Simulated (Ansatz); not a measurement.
Stability checks on a candidate for SbSe2

The cell was found from a structure generator's guess, not taken from experiment.

Computed with DFT PBE, scalar-relativistic, plane waves, PAW (Ansatz 0.2.0). Plane waves to 420 eV, a 12×12×8 mesh through Γ for the 3-atom cell and 0.10 eV Gaussian smearing; no spin polarisation.

```cif
data_structure
_symmetry_space_group_name_H-M 'P-3m1'
_symmetry_Int_Tables_number 164
_cell_length_a 3.8923
_cell_length_b 3.8923
_cell_length_c 6.6003
_cell_angle_alpha 90.000
_cell_angle_beta 90.000
_cell_angle_gamma 120.000
_cell_volume 86.60
loop_
_atom_site_label
_atom_site_type_symbol
_atom_site_symmetry_multiplicity
_atom_site_Wyckoff_symbol
_atom_site_fract_x
_atom_site_fract_y
_atom_site_fract_z
_atom_site_occupancy
Sb1 Sb 1 a 0.00000 0.00000 0.00000 1
Se1 Se 2 d 0.66667 0.33333 0.74631 1
```

Energies over the elements count from the elements' standard structures at the same level, with no fitted energy shifts.

Task: These tests were run: energy against the elements; phonons on a 2×2×1 q mesh; elastic tensor. What do they show?

Result:

```tsv
test	result
energy against the elements	−0.15 eV/atom
phonons on a 2×2×1 q mesh	no imaginary mode on the mesh
elastic tensor	least eigenvalue 1 GPa
```

It fails none of these tests outright. Other phases of the system weren't compared here, so this isn't yet thermodynamic stability. Undecided within the accuracy: elastic tensor.

No dispersion correction is applied, so the spacing and binding between layers, chains or molecules are poorly described. Spin–orbit coupling, which can matter for Sb, is left out. An odd number of electrons in the primitive cell allows no gap without spin; a larger cell or a magnetic state could open one. The reference form of Se is held partly by dispersion forces, which this level lacks. The run for the phonons used a 12×12×8 k mesh and Fermi–Dirac smearing of 0.15 eV. The run for the elastic tensor used a 12×12×8 k mesh and Fermi–Dirac smearing of 0.15 eV.
